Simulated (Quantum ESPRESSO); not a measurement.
## Si2BO5F (finding a planted mistake in a log)

A calculation, not a measurement. The program is pw.x of Quantum ESPRESSO 7.5 (plane-wave density functional theory). The cell is made up: 9 atoms on a quartz lattice, with randomly drawn elements, strain and displacements, not relaxed. PseudoDojo standard norm-conserving files (v0.5 for PBE, v0.4.1 for LDA and PBEsol) set the functional; there is no spin polarisation, spin-orbit coupling or dispersion term, and the masses in the input are unused placeholders.

Intended input:

```
&control calculation='scf', pseudo_dir='./dojo.nc.sr.pbe.v0_5.standard.upf', outdir='./o', disk_io='medium', tprnfor=.true., tstress=.true. /
&system ibrav=0, nat=9, ntyp=4, nbnd=30, ecutwfc=84.00895049, nosym=.true., tot_charge=0,
 occupations='smearing', smearing='fd', degauss=0.0018374661
/
&electrons conv_thr=7.350e-09, electron_maxstep=60, /
ATOMIC_SPECIES
B 1.0 B.upf
F 1.0 F.upf
O 1.0 O.upf
Si 1.0 Si.upf
CELL_PARAMETERS angstrom
5.1763 0.0246 0.0737
-2.5669 4.4762 -0.0435
0.0813 -0.0085 5.7041
ATOMIC_POSITIONS angstrom
Si 2.5001 0.0292 4.012
Si -1.188 2.11 1.7688
B 1.3306 2.3922 0.0841
O 1.4876 1.1361 4.5263
O 3.2995 0.6702 2.7138
O 3.0888 2.5425 0.6684
O 0.3189 1.8148 1.2644
O -1.1124 3.1219 3.2587
F 0.9011 3.9693 5.2982
K_POINTS automatic
5 5 4 1 1 1
```

The log is shortened where brackets say so; the opening notice, blank lines, dates and the lines on written files are dropped, and the path of the files is cut. It prints rydbergs, bohrs and kilobars, and counts compression as positive stress. Where no state is partly filled, the Fermi energy that it prints is only some level between the filled and the empty states on the mesh, and need not lie in the true gap.

Log of the intended run:

```
     Program PWSCF v.7.5
     Parallel version (MPI & OpenMP), running on       1 processor cores
     Number of MPI processes:                 1
     Threads/MPI process:                     1
     [start-up lines left out]
     bravais-lattice index     =            0
     lattice parameter (alat)  =       9.7829  a.u.
     unit-cell volume          =     894.1398 (a.u.)^3
     number of atoms/cell      =            9
     number of atomic types    =            4
     number of electrons       =        48.00
     number of Kohn-Sham states=           30
     kinetic-energy cutoff     =      84.0090  Ry
     charge density cutoff     =     336.0358  Ry
     scf convergence threshold =      7.3E-09
     mixing beta               =       0.7000
     number of iterations used =            8  plain     mixing
     Exchange-correlation= PBE
                           (   1   4   3   4   0   0   0)
     [axes and pseudopotential details left out]
   Cartesian axes
     site n.     atom                  positions (alat units)
         1        Si     tau(   1) = (   0.4829354   0.0056405   0.7749837  )
         2        Si     tau(   2) = (  -0.2294817   0.4075812   0.3416728  )
         3        B      tau(   3) = (   0.2570272   0.4620927   0.0162453  )
         4        O      tau(   4) = (   0.2873544   0.2194564   0.8743292  )
         5        O      tau(   5) = (   0.6373526   0.1294601   0.5242150  )
         6        O      tau(   6) = (   0.5966525   0.4911256   0.1291124  )
         7        O      tau(   7) = (   0.0616008   0.3505584   0.2442396  )
         8        O      tau(   8) = (  -0.2148783   0.6030463   0.6294714  )
         9        F      tau(   9) = (   0.1740623   0.7667355   1.0234344  )
     number of k points=    50  Fermi-Dirac smearing, width (Ry)=  0.0018
                       cart. coord. in units 2pi/alat
        k(    1) = (   0.0975914   0.1727093   0.1123129), wk =   0.0400000
        k(    2) = (   0.0943585   0.1730608   0.3392526), wk =   0.0400000
     [further k points left out]
     Dense  grid:    93077 G-vectors     FFT dimensions: (  60,  60,  64)
     Estimated max dynamical RAM per process >     117.40 MB
     Initial potential from superposition of free atoms
     starting charge      47.9985, renormalised to      48.0000
     Starting wfcs are   36 randomized atomic wfcs
     total cpu time spent up to now is       13.2 secs
     per-process dynamical memory:    89.8 Mb
     Self-consistent Calculation
     iteration #  1     ecut=    84.01 Ry     beta= 0.70
     Davidson diagonalization with overlap
     ethr =  1.00E-02,  avg # of iterations =  2.3
     total cpu time spent up to now is       45.7 secs
     total energy              =    -236.75629395 Ry
     estimated scf accuracy    <       2.31144579 Ry
     iteration #  2     ecut=    84.01 Ry     beta= 0.70
     Davidson diagonalization with overlap
     ethr =  4.82E-03,  avg # of iterations =  2.0
     total cpu time spent up to now is       78.1 secs
     total energy              =    -237.07821313 Ry
     estimated scf accuracy    <       3.42125198 Ry
     [iterations 3 to 10 left out]
     iteration # 11     ecut=    84.01 Ry     beta= 0.70
     Davidson diagonalization with overlap
     ethr =  7.99E-10,  avg # of iterations =  2.0
     total cpu time spent up to now is      331.7 secs
     total energy              =    -237.79697137 Ry
     estimated scf accuracy    <       0.00000006 Ry
     iteration # 12     ecut=    84.01 Ry     beta= 0.70
     Davidson diagonalization with overlap
     ethr =  1.34E-10,  avg # of iterations =  2.0
     total cpu time spent up to now is      353.6 secs
     End of self-consistent calculation
     [lines on levels left out]
     the Fermi energy is     3.1785 ev
!    total energy              =    -237.79697138 Ry
     estimated scf accuracy    <          5.4E-09 Ry
     smearing contrib. (-TS)   =      -0.00000000 Ry
     internal energy E=F+TS    =    -237.79697138 Ry
     The total energy is F=E-TS. E is the sum of the following terms:
     one-electron contribution =    -126.53948594 Ry
     hartree contribution      =      86.16152979 Ry
     xc contribution           =     -61.11733171 Ry
     ewald contribution        =    -136.30168353 Ry
     convergence has been achieved in  12 iterations
     Forces acting on atoms (cartesian axes, Ry/au):
     atom    1 type  4   force =    -0.07835495   -0.03910937   -0.19372342
     atom    2 type  4   force =     0.01522647   -0.04032580    0.25476293
     atom    3 type  1   force =     0.02871533   -0.18466577    0.08519174
     atom    4 type  3   force =    -0.03804097    0.14970292    0.15338960
     atom    5 type  3   force =     0.04470393    0.02448751   -0.00903894
     atom    6 type  3   force =    -0.22221200    0.03521247   -0.13513777
     atom    7 type  3   force =     0.14252396    0.07400541   -0.14677938
     atom    8 type  3   force =     0.08374571    0.05712219   -0.00606138
     atom    9 type  2   force =     0.02369252   -0.07642957   -0.00260340
     Total force =     0.580643     Total SCF correction =     0.000115
     Computing stress (Cartesian axis) and pressure
          total   stress  (Ry/bohr**3)                   (kbar)     P=     -198.12
  -0.00111251  -0.00066691   0.00013721         -163.66      -98.11       20.18
  -0.00066691  -0.00152766  -0.00024851          -98.11     -224.73      -36.56
   0.00013721  -0.00024851  -0.00140015           20.18      -36.56     -205.97
     init_run     :     12.40s CPU     13.02s WALL (       1 calls)
     electrons    :    324.47s CPU    340.46s WALL (       1 calls)
     forces       :      3.96s CPU      4.03s WALL (       1 calls)
     stress       :     15.95s CPU     16.04s WALL (       1 calls)
     [timing details left out]
     PWSCF        :   5m56.99s CPU   6m13.91s WALL
     JOB DONE.
```

A second run was made from an input with one planted mistake. Its log:

```
     Program PWSCF v.7.5
     Parallel version (MPI & OpenMP), running on       1 processor cores
     Number of MPI processes:                 1
     Threads/MPI process:                     1
     [start-up lines left out]
     bravais-lattice index     =            0
     lattice parameter (alat)  =       9.7829  a.u.
     unit-cell volume          =     894.1398 (a.u.)^3
     number of atoms/cell      =            9
     number of atomic types    =            4
     number of electrons       =        48.00
     number of Kohn-Sham states=           30
     kinetic-energy cutoff     =      84.0090  Ry
     charge density cutoff     =     336.0358  Ry
     scf convergence threshold =      7.3E-09
     mixing beta               =       0.7000
     number of iterations used =            8  plain     mixing
     Exchange-correlation= PBESOL
                           (   1   4  10   8   0   0   0)
     [axes and pseudopotential details left out]
   Cartesian axes
     site n.     atom                  positions (alat units)
         1        Si     tau(   1) = (   0.4829354   0.0056405   0.7749837  )
         2        Si     tau(   2) = (  -0.2294817   0.4075812   0.3416728  )
         3        B      tau(   3) = (   0.2570272   0.4620927   0.0162453  )
         4        O      tau(   4) = (   0.2873544   0.2194564   0.8743292  )
         5        O      tau(   5) = (   0.6373526   0.1294601   0.5242150  )
         6        O      tau(   6) = (   0.5966525   0.4911256   0.1291124  )
         7        O      tau(   7) = (   0.0616008   0.3505584   0.2442396  )
         8        O      tau(   8) = (  -0.2148783   0.6030463   0.6294714  )
         9        F      tau(   9) = (   0.1740623   0.7667355   1.0234344  )
     number of k points=    50  Fermi-Dirac smearing, width (Ry)=  0.0018
                       cart. coord. in units 2pi/alat
        k(    1) = (   0.0975914   0.1727093   0.1123129), wk =   0.0400000
        k(    2) = (   0.0943585   0.1730608   0.3392526), wk =   0.0400000
     [further k points left out]
     Dense  grid:    93077 G-vectors     FFT dimensions: (  60,  60,  64)
     Estimated max dynamical RAM per process >     117.40 MB
     Initial potential from superposition of free atoms
     starting charge      47.9985, renormalised to      48.0000
     Starting wfcs are   36 randomized atomic wfcs
     total cpu time spent up to now is        9.8 secs
     per-process dynamical memory:    89.7 Mb
     Self-consistent Calculation
     iteration #  1     ecut=    84.01 Ry     beta= 0.70
     Davidson diagonalization with overlap
     ethr =  1.00E-02,  avg # of iterations =  2.5
     total cpu time spent up to now is       38.9 secs
     total energy              =    -236.08280891 Ry
     estimated scf accuracy    <       2.18148496 Ry
     iteration #  2     ecut=    84.01 Ry     beta= 0.70
     Davidson diagonalization with overlap
     ethr =  4.54E-03,  avg # of iterations =  2.1
     total cpu time spent up to now is       70.2 secs
     total energy              =    -236.38936998 Ry
     estimated scf accuracy    <       3.26792969 Ry
     [iterations 3 to 11 left out]
     iteration # 12     ecut=    84.01 Ry     beta= 0.70
     Davidson diagonalization with overlap
     ethr =  1.24E-10,  avg # of iterations =  2.0
     total cpu time spent up to now is      329.4 secs
     total energy              =    -237.07120228 Ry
     estimated scf accuracy    <          9.8E-09 Ry
     iteration # 13     ecut=    84.01 Ry     beta= 0.70
     Davidson diagonalization with overlap
     ethr =  2.03E-11,  avg # of iterations =  2.0
     total cpu time spent up to now is      350.0 secs
     End of self-consistent calculation
     [lines on levels left out]
     the Fermi energy is     3.0535 ev
!    total energy              =    -237.07120228 Ry
     estimated scf accuracy    <          1.6E-09 Ry
     smearing contrib. (-TS)   =      -0.00000000 Ry
     internal energy E=F+TS    =    -237.07120228 Ry
     The total energy is F=E-TS. E is the sum of the following terms:
     one-electron contribution =    -126.21424408 Ry
     hartree contribution      =      85.61878321 Ry
     xc contribution           =     -60.17405789 Ry
     ewald contribution        =    -136.30168353 Ry
     convergence has been achieved in  13 iterations
     Forces acting on atoms (cartesian axes, Ry/au):
     atom    1 type  4   force =    -0.07835135   -0.03742779   -0.19177348
     atom    2 type  4   force =     0.01586629   -0.04021599    0.25216269
     atom    3 type  1   force =     0.02792150   -0.18308797    0.08405875
     atom    4 type  3   force =    -0.03145505    0.14612405    0.15337623
     atom    5 type  3   force =     0.04229205    0.02739718   -0.00584022
     atom    6 type  3   force =    -0.22017157    0.03127656   -0.12960279
     atom    7 type  3   force =     0.13685522    0.07746740   -0.14743576
     atom    8 type  3   force =     0.08646458    0.05692490   -0.00883602
     atom    9 type  2   force =     0.02057831   -0.07845833   -0.00610940
     Total force =     0.574202     Total SCF correction =     0.000046
     Computing stress (Cartesian axis) and pressure
          total   stress  (Ry/bohr**3)                   (kbar)     P=     -220.86
  -0.00126694  -0.00066091   0.00013737         -186.37      -97.22       20.21
  -0.00066091  -0.00167473  -0.00024347          -97.22     -246.36      -35.82
   0.00013737  -0.00024347  -0.00156240           20.21      -35.82     -229.84
     init_run     :      9.46s CPU      9.67s WALL (       1 calls)
     electrons    :    315.45s CPU    340.17s WALL (       1 calls)
     forces       :      4.22s CPU      4.29s WALL (       1 calls)
     stress       :     23.17s CPU     23.27s WALL (       1 calls)
     [timing details left out]
     PWSCF        :   5m52.55s CPU   6m17.86s WALL
     JOB DONE.
```

Question: what was wrong in the second input?

Answer: the files are those of another functional. The input lines that differ, file-writing options aside:

```
- &control calculation='scf', pseudo_dir='./dojo.nc.sr.pbe.v0_5.standard.upf', outdir='./o', disk_io='medium', tprnfor=.true., tstress=.true. /
+ &control calculation='scf', pseudo_dir='./dojo.nc.sr.pbesol.v0_4_1.standard.upf', outdir='./o', disk_io='medium', tprnfor=.true., tstress=.true. /
```

|  | intended run | run with the mistake |
| --- | --- | --- |
| free energy (eV) | -3235.393 | -3225.518 |
| smearing term -TS (eV) | 0.0000 | 0.0000 |
| pressure (GPa) | -19.81 | -22.09 |
| largest force component (eV/Å) | 6.550 | 6.483 |
| largest change of a force component (eV/Å) |  | 0.169 |
| iterations | 12 | 13 |

For scale, a rerun of the intended cell at 1437 eV and a 7 x 7 x 6 mesh moved values by no more than 0.002 eV in energy, 0.03 GPa in stress and 0.002 eV/Å in force. Files of another functional have another zero of energy, so the energy change says nothing on stability.